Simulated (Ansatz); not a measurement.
Relaxed-ion elastic tensor of AlP (NiAs type, P6_3/mmc) in GPa (Voigt order), the program Ansatz at the PBE level (PAW); density 2.96 g/cm³, 16.25 Å³ per atom.

```
 175  70.6  61.6   0.0   0.0   0.0
70.6   175  61.6   0.0   0.0   0.0
61.6  61.6   197   0.0   0.0   0.0
 0.0   0.0   0.0  38.1   0.0   0.0
 0.0   0.0   0.0   0.0  38.1   0.0
 0.0   0.0   0.0   0.0   0.0  52.2
```

Q: Is the crystal mechanically stable?

A: Yes: the smallest eigenvalue of C is 38.1 GPa.

Q: Work out the Voigt, Reuss and Hill averages.

A: K_V = 104, K_R = 104, K_H = 104; G_V = 49.3, G_R = 47.2, G_H = 48.2 GPa.

Q: Give Young's modulus, Poisson's ratio, Pugh's ratio and the universal anisotropy index.

A: E = 9KG/(3K + G) = 125 GPa; ν = 0.30; K/G = 2.15 (ductile by the Pugh limit of 1.75); A_U = 5G_V/G_R + K_V/K_R − 6 = 0.22.

Q: Estimate the sound speeds and the Debye temperature.

A: v_l = √((K + 4G/3)/ρ) = 7530 m/s, v_t = √(G/ρ) = 4030 m/s, mean 4510 m/s; Θ = (h/k)(3n/4πV)^(1/3) v_m = 530 K.

Q: Solve the Christoffel equation for the three sound speeds along x, y, z.

A: Eigenvalues of C_ijkl n_j n_l equal ρv². In km/s, slowest first: x 3.59, 4.20, 7.69; y 3.59, 4.20, 7.69; z 3.59, 3.59, 8.16.

Q: How much does each axis shrink under pressure?

A: Linear compressibilities β_i = Σ_j S_ij (j = 1 to 3): x 3.3, y 3.3, z 3.0 per TPa.

A made-up cell: these elements were put on the sites of a structure type; neither database checked (COD, Materials Project) lists it. It is not the phase usual at ambient conditions (space group No. 216). The cell was relaxed with PBE under the symmetry of its start; phonons on a q-mesh show no instability. As this level gives no gap, shear constants depend on the k-mesh and smearing (Fermi–Dirac, 0.1 eV here).

Potentials: the later of the program's two PAW sets.
